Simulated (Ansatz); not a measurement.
Relaxed-ion elastic tensor of Na (bcc (W type), Im-3m) in GPa (Voigt order), the program Ansatz at the PBEsol level (PAW); density 1.05 g/cm³, 36.29 Å³ per atom.

```
8.8  7.4  7.4  0.0  0.0  0.0
7.4  8.8  7.4  0.0  0.0  0.0
7.4  7.4  8.8  0.0  0.0  0.0
0.0  0.0  0.0  6.4  0.0  0.0
0.0  0.0  0.0  0.0  6.4  0.0
0.0  0.0  0.0  0.0  0.0  6.4
```

**Question.** Is the crystal mechanically stable?

**Answer.** Yes: the smallest eigenvalue of C is 1.4 GPa.

**Question.** Work out the Voigt, Reuss and Hill averages.

**Answer.** K_V = 7.9, K_R = 7.9, K_H = 7.9; G_V = 4.1, G_R = 1.5, G_H = 2.8 GPa.

**Question.** Give Young's modulus, Poisson's ratio, Pugh's ratio and the universal anisotropy index.

**Answer.** E = 9KG/(3K + G) = 7.6 GPa; ν = 0.34; K/G = 2.79 (ductile by the Pugh limit of 1.75); A_U = 5G_V/G_R + K_V/K_R − 6 = 8.63.

**Question.** Estimate the sound speeds and the Debye temperature.

**Answer.** v_l = √((K + 4G/3)/ρ) = 3330 m/s, v_t = √(G/ρ) = 1640 m/s, mean 1840 m/s; Θ = (h/k)(3n/4πV)^(1/3) v_m = 165 K.

**Question.** Give the Zener ratio and Young's modulus along [100], [110] and [111].

**Answer.** A = 2C44/(C11 − C12) = 9.08; 1/E = S11 − 2(S11 − S12 − S44/2)Γ with Γ = 0, 1/4, 1/3 gives 2.1, 5.8, 15.1 GPa.

Symmetry was held in the PBEsol relaxation. As this level gives no gap, shear constants depend on the k-mesh and smearing (Fermi–Dirac, 0.1 eV here).

Potentials: the earlier of the program's two PAW sets. The files were generated under PBE; for other functionals the program regenerates the frozen cores, and for LDA and PBEsol the local potential too.
